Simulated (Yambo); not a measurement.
## Convergence of the G0W0 gap of TlBr

G0W0@LDA for TlBr (CsCl type, space group Pm-3m, No. 221) in Yambo. Reference settings: 4×4×4 Γ-centred k mesh, 143 bands and a 10 Ry block in the screening, 143 bands in G with the Bruneval-Gonze terminator, plasmon pole fitted at 27.2 eV. The LDA gap X → X on this mesh is 1.71 eV; G0W0 gaps are taken between the same points.

```csv
change from the reference,G0W0 gap X → X (eV),shift of the valence edge (eV),rough Yambo cost
reference settings,3.02,-1.04,1
"75 bands in W, 75 bands in G",2.97,-0.90,within a factor of two
wavefunctions cut at 30 Ry,3.02,-1.04,within a factor of two
exchange cut at 40 Ry,3.02,-1.04,–
"28 bands in W, 28 bands in G, 4 Ry block",2.77,-0.45,about 1/9
"28 bands in W, 28 bands in G, 8 Ry block",2.81,-0.48,about 1/7
"47 bands in W, 47 bands in G, 6 Ry block",2.84,-0.69,about 1/5
"75 bands in W, 75 bands in G, 2 Ry block",2.56,-0.54,about 1/4
"75 bands in W, 75 bands in G, 4 Ry block",2.83,-0.77,about 1/3
"109 bands in W, 109 bands in G, 8 Ry block",2.96,-0.95,within a factor of two
6×6×6 mesh,3.04,-1.08,about 6×
"28 bands in W, 28 bands in G, no terminator",2.64,-0.13,about 1/6
"75 bands in W, 75 bands in G, 4 Ry block, no terminator",2.79,-0.66,about 1/4
"109 bands in W, 109 bands in G, 4 Ry block, no terminator",2.82,-0.77,about 1/3
"75 bands in W, 75 bands in G, no terminator",2.87,-0.72,about 1/2
```

The reference isn't shown to be the converged limit. Costs are rough (shared machines), scaled to the same edge states, and given only for runs that recompute the screening.

Spin-orbit coupling is left out; with 6p states at a band edge it can lower the gap by many tenths of an eV, most of a small gap.

The standard potential for Tl keeps a d shell in the valence without the s and p states of that shell. In tests on such compounds this moved G0W0 gaps by up to about 0.9 eV, so absolute quasiparticle energies here are unreliable; differences between settings are what counts.

Geometry of the Materials Project entry, not relaxed at this level; primitive cell a = 3.9999 Å, b = 3.9999 Å, c = 3.9999 Å, α = 90.00°, β = 90.00°, γ = 90.00°.

A shift is the quasiparticle energy of the state minus its LDA energy.
